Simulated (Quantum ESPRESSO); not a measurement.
## Band energies of Li₂O at +1 % isotropic strain

```
Li2O
1.0
    0.00000     2.31115     2.31115
    2.31115     0.00000     2.31115
    2.31115     2.31115     0.00000
Li O
2 1
Direct
  0.75000   0.75000   0.75000
  0.25000   0.25000   0.25000
  0.00000   0.00000   0.00000
```

PBEsol (pw.x of Quantum ESPRESSO, ONCV potentials, no spin-orbit coupling); path ΓXWKΓLUWLK,UX; energies in eV from the valence-band maximum.

```
k (1/Å)  point  band 2  band 3  band 4  band 5  band 6  band 7  band 8  band 9
-------  -----  ------  ------  ------  ------  ------  ------  ------  ------
0.00         Γ  -41.94  -15.29    0.00    0.00    0.00    5.16   11.84   11.84
0.63            -41.98  -15.18   -0.98   -0.66   -0.66    6.01   12.37   12.37
1.36         X  -42.04  -15.03   -1.60   -1.39   -1.39    4.85   13.42   13.42
2.04         W  -42.09  -15.02   -1.84   -1.49   -1.49    7.04   10.33   13.99
2.52         K  -42.07  -15.03   -2.03   -1.52   -1.09    6.43   11.50   13.19
2.83            -42.07  -15.05   -2.29   -1.31   -0.70    7.75   10.17   13.14
3.55            -41.96  -15.24   -0.81   -0.32   -0.06    5.90   11.79   12.09
3.96         Γ  -41.94  -15.29    0.00    0.00    0.00    5.16   11.84   11.84
4.18            -41.95  -15.28   -0.29   -0.04   -0.04    5.39   11.86   11.97
4.92            -42.05  -15.09   -2.61   -0.42   -0.42    8.27   10.47   12.05
5.14         L  -42.10  -15.07   -2.79   -0.45   -0.45    9.08    9.73   11.96
5.55            -42.09  -15.05   -2.55   -0.92   -0.70    7.94   10.26   12.57
5.97         U  -42.07  -15.03   -2.03   -1.52   -1.09    6.43   11.50   13.19
6.33            -42.08  -15.02   -1.89   -1.51   -1.41    6.94   10.49   13.84
6.45         W  -42.09  -15.02   -1.84   -1.49   -1.49    7.04   10.33   13.99
7.03            -42.10  -15.06   -2.59   -0.85   -0.69    8.13   10.07   12.62
7.41         L  -42.10  -15.07   -2.79   -0.45   -0.45    9.08    9.73   11.96
7.58            -42.10  -15.07   -2.75   -0.54   -0.49    8.83    9.82   12.08
8.16            -42.08  -15.03   -2.13   -1.47   -1.03    6.69   11.23   13.14
8.25         K  -42.07  -15.03   -2.03   -1.52   -1.09    6.43   11.50   13.19
8.25         U  -42.07  -15.03   -2.03   -1.52   -1.09    6.43   11.50   13.19
8.73         X  -42.04  -15.03   -1.60   -1.39   -1.39    4.85   13.42   13.42
```

The PBEsol gap is indirect, 4.85 eV, from Γ to X; the smallest direct gap is 5.16 eV.

Geometry strained from the cell relaxed with PBEsol, atoms relaxed again.
